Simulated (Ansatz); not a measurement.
# Is this GaCuC4N4 structure a true minimum?

The structure comes from a generated guess, relaxed at this level; another structure or a mixture of phases may lie lower.

These are results of Ansatz, DFT PBE, scalar-relativistic, plane waves, PAW, not measurements. Cutoff 420 eV; k points 4×4×4 on the computed 10-atom cell (Γ-centred); Gaussian smearing, width 0.02 eV; no spin polarisation.

The cell below (10 atoms, space group P-43m (No. 215)) is relaxed within its symmetry.

```
CELL_PARAMETERS angstrom
5.86390 0.00000 0.00000
0.00000 5.86390 0.00000
0.00000 0.00000 5.86390
ATOMIC_POSITIONS crystal
Ga 0.00000 0.00000 0.00000
Cu 0.50000 0.50000 0.50000
C 0.19369 0.19369 0.19369
C 0.19369 0.80631 0.80631
C 0.80631 0.19369 0.80631
C 0.80631 0.80631 0.19369
N 0.30818 0.30818 0.30818
N 0.30818 0.69182 0.69182
N 0.69182 0.30818 0.69182
N 0.69182 0.69182 0.30818
```

For the test it was strained at random (σ = 1.5 % a component), the atoms were moved at random (σ = 0.15 Å), and all was relaxed again on a coarse 2×2×2 mesh (in the run’s order of axes) with 0.10 eV smearing, with no symmetry imposed.

Problem. Does it come back?

Solution. It returns, within 1 meV/atom of the unmoved cell on that mesh and with the same symmetry when read at 0.1 Å (P1 at 0.01 Å, so small strains and shifts remain). No instability shows in this cell; modes of other wave vectors, which need another repeat, aren't tested. Another cell of GaCuC4N4 relaxed alike, in P-43m, lies 47 meV/atom lower, so this cell isn't the stable form at this level.
